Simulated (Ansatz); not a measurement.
The geometry is COD entry 4344493, unchecked; take it as a test cell.

An input for YSi2 and the output that it gave: DFT, PBEsol, all-electron LAPW, scalar-relativistic (Ansatz 0.2.0).

Command: `ansatz run input.yaml --threads 1 --pin off --max-ram 4096MiB --backend cpu --events-out ev --progress --plain --runs-dir out` The run took 63 s on 1 thread of Arm Neoverse V1 (shared host), peak memory 0.56 GiB.

```yaml
crystal:
  lattice:
    - [3.8300011707, 0.0, 0.0]
    - [-1.9150005853, 3.3168783103, 0.0]
    - [0.0, 0.0, 4.14]
  atoms:
    - { symbol: "Y", position: [0.0, 0.0, 0.0] }
    - { symbol: Si, position: [0.3333333333, 0.6666666667, 0.5] }
    - { symbol: Si, position: [0.6666666667, 0.3333333333, 0.5] }
kpoints:
  mp_grid: { grid: [12, 12, 10] }
  band_path:
    path:
      - [0.0, 0.0, 0.0]
      - [0.5, 0.0, 0.0]
      - [0.3333333333, 0.3333333333, 0.0]
      - [0.0, 0.0, 0.0]
      - [0.0, 0.0, 0.5]
      - [0.5, 0.0, 0.5]
      - [0.3333333333, 0.3333333333, 0.5]
      - [0.0, 0.0, 0.5]
      - [0.5, 0.0, 0.5]
    npoints: 14
scf:
  occupations: { method: fermi_dirac, width: 0.05 }
hamiltonian:
  xc: pbesol
  pseudopotentials: { kind: all_electron, lapw: { basis_error: 0.001 } }
output:
  forces: true
  stress: true
  eigenvalues: true
  populations: true
  dos: { projected: true, de: 0.2, e_range: [-14, 8] }
```

What the program printed:

```
Y: projections on atomic orbitals take those of the free atom 1s2 2s2 2p6 3s2 3p6 3d10 4s2 4p6 4d1 5s2, of charge +0.00 (hamiltonian.pseudopotentials.projection_atoms)
Si: projections on atomic orbitals take those of the free atom 1s2 2s2 2p6 3s2 3p2, of charge +0.00 (hamiltonian.pseudopotentials.projection_atoms)
LAPW: plane waves up to 8.332 Å⁻¹, error target 1.0e-3 eV per atom; small_component_spin mean_spin; Si in spheres of 1.106 Å, 12 of its electrons in bands, Dirac shells []; Y in spheres of 1.250 Å, 29 of its electrons in bands, Dirac shells []
Engine: ansatz 0.2.0
Pseudopotentials: kind: all_electron
Pseudopotential: Y, LAPW, valence charge 29, Koelling and Harmon's equation, gaussian nucleus
Pseudopotential: Si, LAPW, valence charge 12, Koelling and Harmon's equation, gaussian nucleus
Functional definition: PBEsol
  exchange = pbesol_x
  correlation = pbesol_c
Crystal: 3 atoms, lattice volume = 52.593 Å³
Basis set: ecut = 264.4678518574068 eV, 527 PW (Γ), exchange–correlation at level 2
Bands: 32, of which v1, the nominal top of the filled ones, is band 27 counted from 1 (26 counted from 0)
Symmetry: 24 space group operations
Space group: P6/mmm (ITA 191), of the structure as read, at distance tolerance 3.7e-5 Å
k-points: 114 of 1440
Non-local potential: Y, projectors of the file, none
Non-local potential: Si, projectors of the file, none
Initial density: superposition of atomic densities (chi_scale 0.1, normalization cell, long waves kept (reshape's long-wave potential 0.00 eV rms))
Initial wavefunctions: plane waves of lowest kinetic energy (no species holds an atomic orbital)
Functional: x = pbesol(κ = 0.804, μ = 0.12345679012345678), c = pbesol(β = 0.046)
iter 1 solved again at ethr=1.57e-3 eV; its pass at ethr=1.00e-1 eV (dr2=8.30e-1 eV) is discarded
SCF iter   1: F=—  HF=-107823.501750 eV  |F-HF|=—  |Δ(HF+E_count)|=         —  Δρ=2.78e-2  dr2=8.34e-1  ethr=1.57e-3  ⟨swp⟩=2.0  Hψ=23661  notcnv=0
preconditioner: auto → Kerker (q_TF=auto, 2.732 Å⁻¹)  [metal: Δε(μ)=0.011 eV  Ē_g=8.487 eV  σ=0.050 eV  W_gap=0.06  n_scr=20 (ndim 8)  ℏωp=17.0 eV  f_vac=0.000  D(μ)=1.61/eV (n_scr^D=8)]
SCF iter   2: F=—  HF=-107823.348138 eV  |F-HF|=—  |Δ(HF+E_count)|=   1.54e-1  Δρ=1.83e-2  dr2=3.94e-1  ethr=1.57e-3  ⟨swp⟩=2.0  Hψ=10492  notcnv=0
iter 3 solved again at ethr=5.70e-5 eV; its pass at ethr=7.44e-4 eV (dr2=3.02e-2 eV) is discarded
SCF iter   3: F=—  HF=-107823.248524 eV  |F-HF|=—  |Δ(HF+E_count)|=   9.96e-2  Δρ=4.35e-3  dr2=3.00e-2  ethr=5.70e-5  ⟨swp⟩=2.0  Hψ=18100  notcnv=0
SCF iter   4: F=—  HF=-107823.241782 eV  |F-HF|=—  |Δ(HF+E_count)|=         —  Δρ=8.95e-4  dr2=4.14e-4  ethr=5.65e-5  ⟨swp⟩=2.9  Hψ=10787  notcnv=0
the basis was enlarged: its passes take 169.4 KiB over the memory plan, 1 of 1 planned eigensolver slots
SCF iter   5: F=—  HF=-107823.240286 eV  |F-HF|=—  |Δ(HF+E_count)|=   1.50e-3  Δρ=3.79e-4  dr2=1.09e-4  ethr=7.82e-7  ⟨swp⟩=3.0  Hψ=10387  notcnv=0
SCF iter   6: F=—  HF=-107823.240262 eV  |F-HF|=—  |Δ(HF+E_count)|=   2.42e-5  Δρ=1.71e-4  dr2=2.09e-5  ethr=2.06e-7  ⟨swp⟩=2.0  Hψ=9896  notcnv=0
SCF iter   7: F=—  HF=-107823.240258 eV  |F-HF|=—  |Δ(HF+E_count)|=   4.00e-6  Δρ=3.12e-5  dr2=8.02e-7  ethr=3.94e-8  ⟨swp⟩=2.0  Hψ=9898  notcnv=0
SCF iter   8: F=—  HF=-107823.240257 eV  |F-HF|=—  |Δ(HF+E_count)|=   4.56e-7  Δρ=1.28e-5  dr2=1.04e-7  ethr=1.51e-9  ⟨swp⟩=2.3  Hψ=9930  notcnv=0
SCF iter   9: F=-107823.240257 eV  HF=-107823.240257 eV  |F-HF|=1.12e-8  |Δ(HF+E_count)|=   1.42e-8  Δρ=4.31e-6  dr2=1.41e-8  ethr=1.96e-10  ⟨swp⟩=2.3  Hψ=9935  notcnv=0
SCF 1 converged in 9 iterations: F = -107823.240257 eV  dr2 = 1.41e-8
NSCF: frozen V_eff on 113 k-points
SCF converged after 9 iterations
Free energy (F): -107823.240257 eV
Harris-Foulkes:  -107823.240257 eV  (|F-HF|=1.12e-8)
Internal energy: -107823.226076 eV  (E = F + TS)
E sigma→0 (E₀):  -107823.233167 eV
Entropy (-TS):   -0.014181 eV (-4.727 meV/atom)
Fermi energy:    13.932873 eV
--- Per-component energies (eV) ---
  E_band       = -5021.827722
  E_kinetic    = 110742.842775
  E_xc         = -4043.173240
  E_electrostatic = -214522.895611  (all electrons and nuclei)
  E_smearing   = -0.014181  (= −TS)
  E_closure    = 0.000000  (closes the sum)
  E_atoms      = -107805.202219  (free atoms, spherical and without spin; not in F)
  Σ components = -107823.240257   (vs F -107823.240257, Δ=0.00e0)
  Basis errors (estimates in eV, not in F): energy 4.9e-4 per atom: plane waves 4.4e-4 (2.5e-4 summed), levels above the bands 2.6e-30, relativity 1.4e-8, radial functions 5.0e-5, core shells 5.5e-13; eigenvalues (radial functions only) 8.4e-6; not estimated: angular momenta, meshes, grids; target (lapw.basis_error) 1.0e-3; muffin-tin radii Si 1.106 Å, Y 1.250 Å
--- Forces (eV/Å), atoms counted from 1 ---
  atom   1  Y     -0.00000000     0.00000000     0.00000000
  atom   2  Si     0.00000000     0.00000000     0.00000000
  atom   3  Si    -0.00000000    -0.00000000    -0.00000000
  max |Σ_I F_I| component: 5.26e-30 eV/Å
--- Stress (GPa, compression-positive) ---
       15.059298       0.000000      -0.000000
        0.000000      15.059298      -0.000000
       -0.000000      -0.000000      -2.276723
  P = ⅓ Tr σ = 9.2806 GPa (92.806 kbar)
--- Band table (eV; the first three rows and the last of 114) ---
  k-point 0: bands = ["-348.7301", "-266.6772", "-266.6772", "-266.6762", "-131.5460", "-131.5460", "-131.5451", "-131.5451", "-131.5447", "-120.0122", "-119.9980", "-76.3064", "-76.3064", "-76.2627", "-76.2627", "-76.2597", "-76.2513", "-28.4981", "-8.6403", "-8.4738", "-8.4738", "0.9771", "10.5714", "10.5714", "10.7538", "11.8717", "14.0750", "15.1340", "15.1340", "16.4784", "16.4784", "17.2856"]
  k-point 1: bands = ["-348.7301", "-266.6772", "-266.6772", "-266.6762", "-131.5460", "-131.5460", "-131.5451", "-131.5451", "-131.5447", "-120.0122", "-119.9980", "-76.3064", "-76.3064", "-76.2627", "-76.2627", "-76.2597", "-76.2513", "-28.4976", "-8.6574", "-8.4727", "-8.4727", "1.0563", "10.0775", "10.6239", "10.6239", "12.5422", "14.1407", "14.6467", "14.6467", "16.9117", "16.9117", "17.1437"]
  k-point 2: bands = ["-348.7301", "-266.6772", "-266.6772", "-266.6762", "-131.5460", "-131.5460", "-131.5451", "-131.5451", "-131.5447", "-120.0122", "-119.9980", "-76.3064", "-76.3064", "-76.2627", "-76.2627", "-76.2597", "-76.2513", "-28.4963", "-8.7016", "-8.4698", "-8.4698", "1.2742", "9.0968", "10.7730", "10.7730", "13.5510", "13.9693", "13.9693", "14.3311", "16.1406", "16.1406", "18.3491"]
  k-point 113: bands = ["-348.7301", "-266.6772", "-266.6772", "-266.6762", "-131.5460", "-131.5460", "-131.5451", "-131.5451", "-131.5447", "-120.0051", "-120.0051", "-76.3106", "-76.2846", "-76.2846", "-76.2585", "-76.2555", "-76.2555", "-28.4691", "-8.6970", "-8.6590", "-8.6590", "4.4540", "4.4540", "8.2965", "10.8320", "10.8320", "15.2605", "17.2392", "17.2392", "17.7611", "18.2687", "18.5708"]
--- Löwdin populations: 3 sites ---
  site symbol       q [e]
     0      Y     38.7326
     1     Si     14.0448
     2     Si     14.0448
  spilling = 0.002652 (of n_electrons = 67.000000)
```

Spin polarisation is left out, and whether a magnetic state lies lower isn't shown here.
